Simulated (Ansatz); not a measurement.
B₆P:
```cif
data_B12P2
_chemical_formula_sum 'B12 P2'
_space_group_name_H-M_alt 'P 1'
_space_group_IT_number 1
_cell_length_a 5.24078
_cell_length_b 5.24078
_cell_length_c 5.24078
_cell_angle_alpha 69.573
_cell_angle_beta 69.573
_cell_angle_gamma 69.573
loop_
_space_group_symop_operation_xyz
  'x, y, z'
loop_
_atom_site_label
_atom_site_type_symbol
_atom_site_fract_x
_atom_site_fract_y
_atom_site_fract_z
_atom_site_occupancy
B1 B 0.18390 0.71752 0.18390 1
B2 B 0.81610 0.28248 0.81610 1
B3 B 0.18390 0.18390 0.71752 1
B4 B 0.81610 0.81610 0.28248 1
B5 B 0.71752 0.18390 0.18390 1
B6 B 0.28248 0.81610 0.81610 1
B7 B 0.01279 0.32656 0.01279 1
B8 B 0.98721 0.67344 0.98721 1
B9 B 0.01279 0.01279 0.32656 1
B10 B 0.98721 0.98721 0.67344 1
B11 B 0.32656 0.01279 0.01279 1
B12 B 0.67344 0.98721 0.98721 1
P1 P 0.40513 0.40513 0.40513 1
P2 P 0.59487 0.59487 0.59487 1
```

Relaxed with r²SCAN.

Problem. Which orbitals make up the states near the band edges in r²SCAN (plane waves, PAW; program Ansatz)?

Solution. Top 1 eV of the valence band: B 2p 84 %, P 3p 10 %, B 2s 5 %. Bottom 1 eV of the conduction band: B 2p 48 %, P 3p 34 %, B 2s 6 %, P 3s 6 %, outside the projected shells 6 %. Projections are on Löwdin-orthogonalised atomic valence shells; empty p or d shells of many metals are not among them.

Problem. Tabulate the density of states.

Solution. States/eV per cell of 14 atoms, in 0.25 eV bins, energy from the valence-band maximum.

| E (eV) | total | B 2p | P 3p | B 2s |
|---|---|---|---|---|
| -7.85 | 4.40 | 2.82 | 0.40 | 1.10 |
| -7.60 | 3.14 | 2.03 | 0.31 | 0.73 |
| -7.35 | 3.11 | 2.02 | 0.33 | 0.69 |
| -7.10 | 2.82 | 1.80 | 0.34 | 0.62 |
| -6.85 | 3.76 | 2.35 | 0.51 | 0.82 |
| -6.60 | 3.74 | 2.26 | 0.57 | 0.80 |
| -6.35 | 3.06 | 1.90 | 0.45 | 0.62 |
| -6.10 | 6.00 | 3.60 | 0.97 | 1.26 |
| -5.85 | 3.20 | 2.03 | 0.43 | 0.62 |
| -5.60 | 4.32 | 2.87 | 0.49 | 0.75 |
| -5.35 | 2.12 | 1.37 | 0.26 | 0.38 |
| -5.10 | 1.86 | 1.21 | 0.28 | 0.30 |
| -4.85 | 2.25 | 1.48 | 0.44 | 0.28 |
| -4.60 | 4.30 | 2.77 | 1.00 | 0.46 |
| -4.35 | 3.69 | 2.12 | 1.18 | 0.33 |
| -4.10 | 3.73 | 1.98 | 1.37 | 0.33 |
| -3.85 | 4.24 | 2.12 | 1.67 | 0.39 |
| -3.60 | 3.26 | 1.61 | 1.29 | 0.31 |
| -3.35 | 3.96 | 2.48 | 1.08 | 0.33 |
| -3.10 | 4.29 | 3.15 | 0.68 | 0.37 |
| -2.85 | 7.20 | 5.50 | 0.86 | 0.73 |
| -2.60 | 5.09 | 4.06 | 0.62 | 0.32 |
| -2.35 | 7.11 | 5.75 | 0.90 | 0.37 |
| -2.10 | 7.59 | 6.10 | 1.05 | 0.35 |
| -1.85 | 7.10 | 5.49 | 1.14 | 0.40 |
| -1.60 | 5.90 | 4.51 | 1.07 | 0.27 |
| -1.35 | 5.13 | 3.99 | 0.86 | 0.23 |
| -1.10 | 6.41 | 5.24 | 0.78 | 0.34 |
| -0.85 | 3.96 | 3.23 | 0.53 | 0.17 |
| -0.60 | 3.80 | 3.14 | 0.44 | 0.18 |
| -0.35 | 3.40 | 2.99 | 0.19 | 0.20 |
| -0.10 | 1.07 | 0.98 | 0.02 | 0.06 |
| 0.15 | 0.00 | 0.00 | 0.00 | 0.00 |
| 0.40 | 0.00 | 0.00 | 0.00 | 0.00 |
| 0.65 | 0.00 | 0.00 | 0.00 | 0.00 |
| 0.90 | 0.00 | 0.00 | 0.00 | 0.00 |
| 1.15 | 0.00 | 0.00 | 0.00 | 0.00 |
| 1.40 | 0.00 | 0.00 | 0.00 | 0.00 |
| 1.65 | 0.00 | 0.00 | 0.00 | 0.00 |
| 1.90 | 0.00 | 0.00 | 0.00 | 0.00 |
| 2.15 | 0.00 | 0.00 | 0.00 | 0.00 |
| 2.40 | 0.00 | 0.00 | 0.00 | 0.00 |
| 2.65 | 0.00 | 0.00 | 0.00 | 0.00 |
| 2.90 | 0.37 | 0.16 | 0.13 | 0.03 |
| 3.15 | 1.17 | 0.50 | 0.46 | 0.07 |
| 3.40 | 1.63 | 0.70 | 0.63 | 0.10 |
| 3.65 | 2.64 | 1.52 | 0.68 | 0.14 |
| 3.90 | 3.61 | 2.22 | 0.77 | 0.22 |
| 4.15 | 3.03 | 1.85 | 0.57 | 0.26 |
| 4.40 | 2.10 | 1.29 | 0.30 | 0.22 |
| 4.65 | 4.07 | 2.50 | 0.39 | 0.51 |
| 4.90 | 5.14 | 3.33 | 0.45 | 0.63 |
| 5.15 | 3.65 | 2.03 | 0.55 | 0.54 |
| 5.40 | 4.58 | 2.44 | 0.81 | 0.65 |
| 5.65 | 3.52 | 1.82 | 0.57 | 0.55 |
| 5.90 | 4.99 | 2.21 | 0.74 | 0.96 |
| 6.15 | 5.50 | 2.37 | 0.79 | 1.03 |
| 6.40 | 4.15 | 1.94 | 0.58 | 0.66 |
| 6.65 | 4.22 | 2.03 | 0.62 | 0.62 |
| 6.90 | 5.10 | 2.70 | 0.66 | 0.69 |
| 7.15 | 5.25 | 2.83 | 0.68 | 0.70 |
| 7.40 | 3.67 | 1.87 | 0.50 | 0.55 |

Space group R-3m. The first step of the workflow began from a Materials Project structure, measured or hypothetical; the Crystallography Open Database copy checked does not list it. Its standing as an ambient phase is unchecked. Symmetry was held in the r²SCAN relaxation; its stability against distortions is not shown here.

Potentials: the later of the program's two PAW sets.
